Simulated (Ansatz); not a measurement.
PbTe (rock salt)

```
PbTe
1.0
    0.00000     3.26735     3.26735
    3.26735     0.00000     3.26735
    3.26735     3.26735     0.00000
Te Pb
1 1
Direct
  0.00000   0.00000   0.00000
  0.50000   0.50000   0.50000
```

The volume is varied about the relaxed value V₀ at fixed cell shape. Symmetry pins the atoms to their sites.

Level of theory: r2SCAN (plane waves to 500 eV, PAW, scalar-relativistic; Ansatz, a first-principles code). k mesh 9×9×9 (Γ-centred), Fermi-Dirac smearing 0.05 eV. E stands for the smeared free energy. Stress and pressure are positive under compression. PbTe was relaxed with its symmetry unable to fall. Spin-orbit coupling is left out, though Pb and Te are heavy. ΔE is measured from the relaxed starting cell.

| V (Å³/atom) | ΔE (meV/atom) |
|---|---|
| 29.300 | 160.7 |
| 30.416 | 96.1 |
| 31.532 | 50.6 |
| 32.649 | 21.1 |
| 33.765 | 5.0 |
| 34.881 | 0.0 |
| 35.997 | 4.5 |
| 37.113 | 16.8 |
| 38.230 | withheld |
| 39.346 | 60.3 |
| 40.462 | 89.5 |

Fit a third-order Birch-Murnaghan form (E₀, V₀, B₀, B₀′ free) to the given rows and predict ΔE at V = 38.230.

Least squares on the 10 given rows: ΔE = E₀ + (9V₀B₀/16)·y²·[2 + (B₀′ − 4)y], y = (V₀/V)^(2/3) − 1, with V₀ = 34.878 Å³/atom, B₀ = 42.03 GPa (160.2 GPa = 1 eV/Å³; the term in eV is multiplied by 1000), B₀′ = 4.46, E₀ = 0.03 meV/atom; root-mean-square residual 0.02 meV/atom. At 38.230 the fit gives 35.8 meV/atom; the calculation gives 35.8 meV/atom, the same to the digits shown. For the pressure the fit gives -3.1 GPa against the computed -3.1 GPa.

(Under strain, the slope of the energy per volume gives the stress and its curvature an elastic modulus.)
